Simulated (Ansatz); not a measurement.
**A strain series on Sr2C (antifluorite): epitaxial in the plane normal to [111]**

Antifluorite Sr2C, relaxed with r2SCAN in the plane-wave code Ansatz, then strained (epitaxial in the plane normal to [111]; changes of length per length, axes as in the cell below) with the atoms relaxed again within the symmetry that is left. It is cubic, Fm-3m (No. 225); a = 6.720 Å in the conventional setting, 25.29 Å³ an atom. C is surrounded by 8 Sr at 2.91 Å; Sr is surrounded by 4 C at 2.91 Å. (Calculated; spin-unpolarised; the phase may be known or hypothetical.)

```
C Sr
1.0
     0.00000    3.36014    3.36014
     3.36014    0.00000    3.36014
     3.36014    3.36014    0.00000
C Sr
1 2
Direct
  0.00000 0.00000 0.00000
  0.25000 0.25000 0.25000
  0.75000 0.75000 0.75000
```

Gaps are the least over each mesh (HSE06 4×4×4 when unstrained) and the special points, which keep their unstrained names.

```csv
strain (%),free normal strain (%),"gap, HSE06 (eV)","edges, HSE06"
-2.78,+4.56,0.361,X → Γ
0.0,0.00,0.350,X → Γ
+5.0,-5.15,0.160,X → Γ
```

Q: Estimate the row for a strain of -1.17 %.

A:
```csv
strain (%),free normal strain (%),"gap, HSE06 (eV)","edges, HSE06"
-1.17,+1.61,0.360,X → Γ
```

Between zero and the nearest strains the slope of the HSE06 gap against strain is -0.009 eV per percent for negative and -0.038 for positive strain.

The meshes of the hybrids are coarse, so their gaps aren't converged to the digits shown.
